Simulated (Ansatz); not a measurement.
A structure of CdS relaxed with PBEsol (plane waves to 420 eV, PAW, scalar-relativistic; Ansatz, an electronic-structure program); single points at other levels follow on the same geometry (Ansatz, PAW; HSE06 at 420 eV on a 6×6×6 k-mesh; no spin-orbit coupling). Space group F-43m (No. 216).

Space group F-43m (No. 216); a = b = c = 5.8251 Å, α = β = γ = 90.00°

```csv
atom,site,symmetry,x,y,z
S,4d,-43m,0.7500,0.7500,0.7500
Cd,4a,-43m,0.0000,0.0000,0.0000
```
(The calculation used a cell of 2 atoms; values per cell refer to that cell.)

```
level     gap (eV)    kind  conduction minimum
------  ----------  ------  ------------------
PBEsol        1.01  direct                   Γ
HSE06   (withheld)       –          (withheld)
```

Complete the blanks.


- HSE06, gap (eV): 2.17
- HSE06, conduction minimum: Γ

No spin polarisation in the result.

Measured for CdS: a 5.832 Å (room temperature; as listed in arXiv:1206.3780); gap 2.48 eV (0 K or low temperature; as listed in arXiv:1206.3780). Computed minus measured — a: PBEsol -0.1 %; gap: PBEsol -1.47 eV, HSE06 -0.31 eV. The computed values are for a static lattice, and a measured gap can be an optical one, lowered by exciton binding.

The run could not lose the symmetry of its start.

All atoms sit on sites fixed by symmetry, so only the cell could relax.

It was reached from a disturbed copy of a F-43m (No. 216) cell (zinc blende type), against which it lies under 1 meV/atom.
